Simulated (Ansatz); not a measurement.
# FeNi, first-principles data

FeNi:
```yaml
crystal:
  lattice:
    - [2.46832, 0.00000, 0.00000]
    - [0.00000, 2.46832, 0.00000]
    - [0.00000, 0.00000, 3.53315]
  atoms:
    - { symbol: Fe, position: [0.00000, 0.00000, 0.00000] }
    - { symbol: Ni, position: [0.50000, 0.50000, 0.50000] }
```
The run is spin-polarised; directions of the spins, atom by atom: ↑ ↑.

Space group P4/mmm (No. 123), L1₀ or tetragonal B2; conventional cell a = b = 2.468 Å, c = 3.533 Å, α = β = γ = 90.00°.

Method: plane-wave PAW PBEsol (Ansatz code). Structure relaxed to zero pressure with the same functional. Other levels are named where they apply.

**Cell and energy**

```json
{
  "volume_per_atom": "10.76 Å³",
  "density": "8.84 g/cm³",
  "Formation energy from the elements (no fitted shifts)": "-0.055 eV/atom"
}
```

**Electronic structure**

```json
{
  "electronic_character": "metallic (no gap)",
  "Density of states at the Fermi level": "0.63 states/eV per atom (mean over ±0.08 eV)"
}
```

**Magnetism**

```json
{
 "magnetic_order": "ferromagnetic",
 "net_moment": "1.58 μB per atom"
}
```

**Mechanics**

```json
{
 "Bulk modulus (Birch–Murnaghan fit)": "210 GPa",
 "Pressure derivative B′": "4.6"
}
```

The first step of the workflow began from a Materials Project structure, measured or hypothetical; the Crystallography Open Database files this formula in space group No. 123, but the cells were not matched. Its standing as an ambient phase is unchecked. The PBEsol relaxation kept the symmetry of its start; whether a distortion lowers the energy is not shown. Magnetic state: ferromagnetic, chosen from 5 collinear starts compared on coarse meshes (ties went to the first, and starts can fall back to one state), not a proven ground state. Axis ratios of metals converge slowly with the k-mesh, so a and c are less sure than the volume. The references are the lowest solids computed at this level, not always the standard phases.

Potentials: the earlier of the program's two PAW sets. The files were generated under PBE; for other functionals the program regenerates the frozen cores, and for LDA and PBEsol the local potential too.
